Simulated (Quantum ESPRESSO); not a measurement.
# Ti7Mg: finding a planted mistake in a log

Simulated, not a measurement. The program is pw.x of Quantum ESPRESSO 7.5 (plane-wave density functional theory). The cell is made up: eight metal atoms on a hexagonal close-packed lattice, with elements, volume, strain and displacements drawn at random and not relaxed, so it may be unstable or far from any real phase. PseudoDojo standard norm-conserving files set the functional (PBE unless stated); there is no spin polarisation or spin-orbit coupling, the Fermi-Dirac width of 0.25 eV means electrons at about 2900 K, and the masses in the input are unused placeholders. A spin test at this wide smearing found no moment, but such smearing suppresses magnetism that the real alloy may have.

Intended input:

```
&control calculation='scf', pseudo_dir='./dojo.nc.sr.pbe.v0_5.standard.upf', outdir='./o', disk_io='minimal', tprnfor=.true., tstress=.true. /
&system ibrav=0, nat=8, ntyp=2, nbnd=64, ecutwfc=84.00895049, nosym=.true., tot_charge=0,
 occupations='smearing', smearing='fd', degauss=0.0183746611
/
&electrons conv_thr=1.470e-08, electron_maxstep=70, mixing_beta=0.5 /
ATOMIC_SPECIES
Mg 1.0 Mg.upf
Ti 1.0 Ti.upf
CELL_PARAMETERS angstrom
-0.0037 5.066 0.0326
2.8516 0.0285 4.5968
2.8606 -0.0328 -4.6023
ATOMIC_POSITIONS angstrom
Ti -0.1606 -0.0272 -0.0786
Mg 2.8593 0.112 -0.0171
Ti 2.7404 1.612 -2.3593
Ti 2.8638 1.6032 2.3047
Ti 1.4922 2.6798 -0.0099
Ti 4.3432 2.6176 -0.0731
Ti 1.5777 4.3183 -2.266
Ti 1.4901 4.1886 2.4351
K_POINTS automatic
5 5 5 1 1 1
```

The log is shortened where brackets say so; the opening notice, blank lines, dates and the lines on written files are dropped, and the path of the files is cut. It prints rydbergs, bohrs and kilobars, and counts compression as positive stress. Its total energy is the free energy E - TS of the whole cell.

Log of the intended run:

```
     Program PWSCF v.7.5
     Parallel version (MPI & OpenMP), running on       4 processor cores
     Number of MPI processes:                 4
     Threads/MPI process:                     1
     [start-up lines left out]
     bravais-lattice index     =            0
     lattice parameter (alat)  =       9.5736  a.u.
     unit-cell volume          =     898.1756 (a.u.)^3
     number of atoms/cell      =            8
     number of atomic types    =            2
     number of electrons       =        94.00
     number of Kohn-Sham states=           64
     kinetic-energy cutoff     =      84.0090  Ry
     charge density cutoff     =     336.0358  Ry
     scf convergence threshold =      1.5E-08
     mixing beta               =       0.5000
     number of iterations used =            8  plain     mixing
     Exchange-correlation= PBE
                           (   1   4   3   4   0   0   0)
     [axes and pseudopotential details left out]
   Cartesian axes
     site n.     atom                  positions (alat units)
         1        Ti     tau(   1) = (  -0.0317009  -0.0053690  -0.0155149  )
         2        Mg     tau(   2) = (   0.5643980   0.0221077  -0.0033754  )
         3        Ti     tau(   3) = (   0.5409283   0.3181931  -0.4657028  )
         4        Ti     tau(   4) = (   0.5652862   0.3164561   0.4549253  )
         5        Ti     tau(   5) = (   0.2945457   0.5289664  -0.0019542  )
         6        Ti     tau(   6) = (   0.8573054   0.5166887  -0.0144292  )
         7        Ti     tau(   7) = (   0.3114226   0.8523903  -0.4472863  )
         8        Ti     tau(   8) = (   0.2941312   0.8267888   0.4806650  )
     number of k points=    63  Fermi-Dirac smearing, width (Ry)=  0.0184
                       cart. coord. in units 2pi/alat
        k(    1) = (   0.1774534   0.1001349  -0.0004937), wk =   0.0320000
        k(    2) = (   0.3547266   0.1009721  -0.1104693), wk =   0.0320000
     [further k points left out]
     Dense  grid:    93399 G-vectors     FFT dimensions: (  60,  60,  60)
     Estimated max dynamical RAM per process >     323.73 MB
     Estimated total dynamical RAM >       1.20 GB
     Initial potential from superposition of free atoms
     starting charge      93.9881, renormalised to      94.0000
     Starting wfcs are   75 randomized atomic wfcs
     total cpu time spent up to now is        5.5 secs
     per-process dynamical memory:   269.6 Mb
     Self-consistent Calculation
     iteration #  1     ecut=    84.01 Ry     beta= 0.50
     Davidson diagonalization with overlap
     ethr =  1.00E-02,  avg # of iterations =  2.9
     Threshold (ethr) on eigenvalues was too large:
     Diagonalizing with lowered threshold
     Davidson diagonalization with overlap
     ethr =  3.57E-04,  avg # of iterations =  4.9
     total cpu time spent up to now is       31.6 secs
     total energy              =    -949.57425804 Ry
     estimated scf accuracy    <       0.41356028 Ry
     iteration #  2     ecut=    84.01 Ry     beta= 0.50
     Davidson diagonalization with overlap
     ethr =  4.40E-04,  avg # of iterations =  6.7
     total cpu time spent up to now is       48.5 secs
     total energy              =    -949.06592337 Ry
     estimated scf accuracy    <       9.01051515 Ry
     [iterations 3 to 17 left out]
     iteration # 18     ecut=    84.01 Ry     beta= 0.50
     Davidson diagonalization with overlap
     ethr =  1.17E-10,  avg # of iterations =  2.4
     total cpu time spent up to now is      240.7 secs
     total energy              =    -949.72959895 Ry
     estimated scf accuracy    <       0.00000001 Ry
     iteration # 19     ecut=    84.01 Ry     beta= 0.50
     Davidson diagonalization with overlap
     ethr =  1.57E-11,  avg # of iterations =  6.0
     total cpu time spent up to now is      255.1 secs
     End of self-consistent calculation
     [lines on levels left out]
!    total energy              =    -949.72959895 Ry
     estimated scf accuracy    <       0.00000001 Ry
     smearing contrib. (-TS)   =      -0.16661665 Ry
     internal energy E=F+TS    =    -949.56298230 Ry
     The total energy is F=E-TS. E is the sum of the following terms:
     one-electron contribution =    -360.24793958 Ry
     hartree contribution      =     208.66130032 Ry
     xc contribution           =    -138.48534770 Ry
     ewald contribution        =    -659.49099534 Ry
     convergence has been achieved in  19 iterations
     Forces acting on atoms (cartesian axes, Ry/au):
     atom    1 type  2   force =     0.07106595    0.03319957    0.02344023
     atom    2 type  1   force =    -0.02044707   -0.00332142    0.01426103
     atom    3 type  2   force =     0.04712904    0.03105679   -0.00378730
     atom    4 type  2   force =     0.00087802    0.03557046    0.00202855
     atom    5 type  2   force =    -0.02727266   -0.02066792   -0.00395149
     atom    6 type  2   force =    -0.02149079   -0.02075292    0.01936949
     atom    7 type  2   force =    -0.03786622   -0.05267943   -0.00205434
     atom    8 type  2   force =    -0.01199628   -0.00240512   -0.04930618
     Total force =     0.145096     Total SCF correction =     0.000231
     Computing stress (Cartesian axis) and pressure
          total   stress  (Ry/bohr**3)                   (kbar)     P=      100.13
   0.00065064   0.00008677   0.00004553           95.71       12.76        6.70
   0.00008677   0.00065808  -0.00001292           12.76       96.81       -1.90
   0.00004553  -0.00001292   0.00073320            6.70       -1.90      107.86
     init_run     :      5.13s CPU      5.38s WALL (       1 calls)
     electrons    :    247.78s CPU    249.61s WALL (       1 calls)
     forces       :      1.69s CPU      1.73s WALL (       1 calls)
     stress       :      5.51s CPU      5.52s WALL (       1 calls)
     [timing details left out]
     PWSCF        :   4m20.27s CPU   4m22.47s WALL
     JOB DONE.
```

A second run was made from an input with one planted mistake. Its log:

```
     Program PWSCF v.7.5
     Parallel version (MPI & OpenMP), running on       4 processor cores
     Number of MPI processes:                 4
     Threads/MPI process:                     1
     [start-up lines left out]
     bravais-lattice index     =            0
     lattice parameter (alat)  =       9.5736  a.u.
     unit-cell volume          =     898.1756 (a.u.)^3
     number of atoms/cell      =            8
     number of atomic types    =            2
     number of electrons       =        94.00
     number of Kohn-Sham states=           64
     kinetic-energy cutoff     =      84.0090  Ry
     charge density cutoff     =     336.0358  Ry
     scf convergence threshold =      1.5E-08
     mixing beta               =       0.5000
     number of iterations used =            8  plain     mixing
     Exchange-correlation= PBE
                           (   1   4   3   4   0   0   0)
     [axes and pseudopotential details left out]
   Cartesian axes
     site n.     atom                  positions (alat units)
         1        Ti     tau(   1) = (  -0.0317009  -0.0053690  -0.0155149  )
         2        Mg     tau(   2) = (   0.5643980   0.0221077  -0.0033754  )
         3        Ti     tau(   3) = (   0.5409283   0.2984541  -0.4657028  )
         4        Ti     tau(   4) = (   0.5652862   0.3164561   0.4549253  )
         5        Ti     tau(   5) = (   0.2945457   0.5289664  -0.0019542  )
         6        Ti     tau(   6) = (   0.8573054   0.5166887  -0.0144292  )
         7        Ti     tau(   7) = (   0.3114226   0.8523903  -0.4472863  )
         8        Ti     tau(   8) = (   0.2941312   0.8267888   0.4806650  )
     number of k points=    63  Fermi-Dirac smearing, width (Ry)=  0.0184
                       cart. coord. in units 2pi/alat
        k(    1) = (   0.1774534   0.1001349  -0.0004937), wk =   0.0320000
        k(    2) = (   0.3547266   0.1009721  -0.1104693), wk =   0.0320000
     [further k points left out]
     Dense  grid:    93399 G-vectors     FFT dimensions: (  60,  60,  60)
     Estimated max dynamical RAM per process >     323.73 MB
     Estimated total dynamical RAM >       1.20 GB
     Initial potential from superposition of free atoms
     starting charge      93.9881, renormalised to      94.0000
     Starting wfcs are   75 randomized atomic wfcs
     total cpu time spent up to now is        5.4 secs
     per-process dynamical memory:   269.6 Mb
     Self-consistent Calculation
     iteration #  1     ecut=    84.01 Ry     beta= 0.50
     Davidson diagonalization with overlap
     ethr =  1.00E-02,  avg # of iterations =  2.9
     Threshold (ethr) on eigenvalues was too large:
     Diagonalizing with lowered threshold
     Davidson diagonalization with overlap
     ethr =  4.25E-04,  avg # of iterations =  4.8
     total cpu time spent up to now is       30.0 secs
     total energy              =    -949.52758992 Ry
     estimated scf accuracy    <       0.47230466 Ry
     iteration #  2     ecut=    84.01 Ry     beta= 0.50
     Davidson diagonalization with overlap
     ethr =  5.02E-04,  avg # of iterations =  8.2
     total cpu time spent up to now is       47.6 secs
     total energy              =    -948.88480870 Ry
     estimated scf accuracy    <      12.34603720 Ry
     [iterations 3 to 20 left out]
     iteration # 21     ecut=    84.01 Ry     beta= 0.50
     Davidson diagonalization with overlap
     ethr =  3.05E-11,  avg # of iterations =  2.2
     total cpu time spent up to now is      279.2 secs
     total energy              =    -949.72153493 Ry
     estimated scf accuracy    <       0.00000002 Ry
     iteration # 22     ecut=    84.01 Ry     beta= 0.50
     Davidson diagonalization with overlap
     ethr =  2.52E-11,  avg # of iterations =  1.2
     total cpu time spent up to now is      288.3 secs
     End of self-consistent calculation
     [lines on levels left out]
!    total energy              =    -949.72153493 Ry
     estimated scf accuracy    <          5.9E-09 Ry
     smearing contrib. (-TS)   =      -0.16746591 Ry
     internal energy E=F+TS    =    -949.55406902 Ry
     The total energy is F=E-TS. E is the sum of the following terms:
     one-electron contribution =    -361.15199354 Ry
     hartree contribution      =     209.12862981 Ry
     xc contribution           =    -138.49997786 Ry
     ewald contribution        =    -659.03072743 Ry
     convergence has been achieved in  22 iterations
     Forces acting on atoms (cartesian axes, Ry/au):
     atom    1 type  2   force =     0.07095520    0.03250174    0.01893366
     atom    2 type  1   force =    -0.02042777   -0.00632748    0.01961345
     atom    3 type  2   force =     0.05072042    0.05444114   -0.00549371
     atom    4 type  2   force =    -0.00038360    0.03579579    0.00175923
     atom    5 type  2   force =    -0.02773804   -0.02215154   -0.00377323
     atom    6 type  2   force =    -0.02032610   -0.02132275    0.02024101
     atom    7 type  2   force =    -0.03901838   -0.06582483   -0.00184379
     atom    8 type  2   force =    -0.01378174   -0.00711207   -0.04943661
     Total force =     0.158864     Total SCF correction =     0.000195
     Computing stress (Cartesian axis) and pressure
          total   stress  (Ry/bohr**3)                   (kbar)     P=      101.83
   0.00063282   0.00009826   0.00004668           93.09       14.45        6.87
   0.00009826   0.00069780  -0.00002968           14.45      102.65       -4.37
   0.00004668  -0.00002968   0.00074601            6.87       -4.37      109.74
     init_run     :      5.13s CPU      5.37s WALL (       1 calls)
     electrons    :    281.12s CPU    282.89s WALL (       1 calls)
     forces       :      1.67s CPU      1.69s WALL (       1 calls)
     stress       :      5.63s CPU      5.63s WALL (       1 calls)
     [timing details left out]
     PWSCF        :   4m53.58s CPU   4m55.67s WALL
     JOB DONE.
```

Question: the log repeats what the program read. Compare it with the intended run: what was wrong in the second input?

Answer: one coordinate of one atom is wrong. The input lines that differ:

```
- Ti 2.7404 1.612 -2.3593
+ Ti 2.7404 1.512 -2.3593
```

```
                                            intended run  run with the mistake
                          free energy (eV)    -12921.729            -12921.620
         entropy term -TS, part of it (eV)        -2.267                -2.278
                            pressure (GPa)         10.01                 10.18
size of the largest force component (eV/Å)         1.827                 1.824
largest change of a force component (eV/Å)                               0.601
                                iterations            19                    22
```

For scale, a rerun of the intended cell at a higher cutoff and on a denser mesh moved values by no more than 0.002 eV in energy, 0.02 GPa in stress and 0.003 eV/Å in force, and a second program with other atomic files agreed on that cell to 2 % rms in force and 0.5 GPa in pressure.